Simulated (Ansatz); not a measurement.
Au (fcc, Cu type)

```yaml
crystal:
  lattice:
    - [0.00000, 2.07859, 2.07859]
    - [2.07859, 0.00000, 2.07859]
    - [2.07859, 2.07859, 0.00000]
  atoms:
    - { symbol: Au, position: [0.00000, 0.00000, 0.00000] }
```

The numbers are results of PBE (plane waves to 420 eV, PAW, scalar-relativistic; Ansatz, an electronic-structure program), not measurements. Harmonic phonons by density-functional perturbation theory on a 20×20×20 k mesh, in cm⁻¹ and rounded to 5; i marks imaginary ones, q is in fractions of the reciprocal vectors of the cell shown, and the three acoustic modes at Γ are left out. Au was relaxed with its symmetry unable to fall. Spin-orbit coupling is left out, though Au is heavy.

Q: Is the structure dynamically stable at L = (0.5, 0.0, 0.0), X = (0.5, 0.5, 0.0)?

A: No imaginary mode at these points (lowest 55 cm⁻¹ at L = (0.5, 0.0, 0.0)); other wave vectors were not tested.

Q: Predict the phonon wavenumbers at L = (0.5, 0.0, 0.0), X = (0.5, 0.5, 0.0).

A: 
```csv
q,wavenumbers (cm⁻¹)
"L = (0.5, 0.0, 0.0)","55 (×2), 135"
"X = (0.5, 0.5, 0.0)","75 (×2), 135"
```
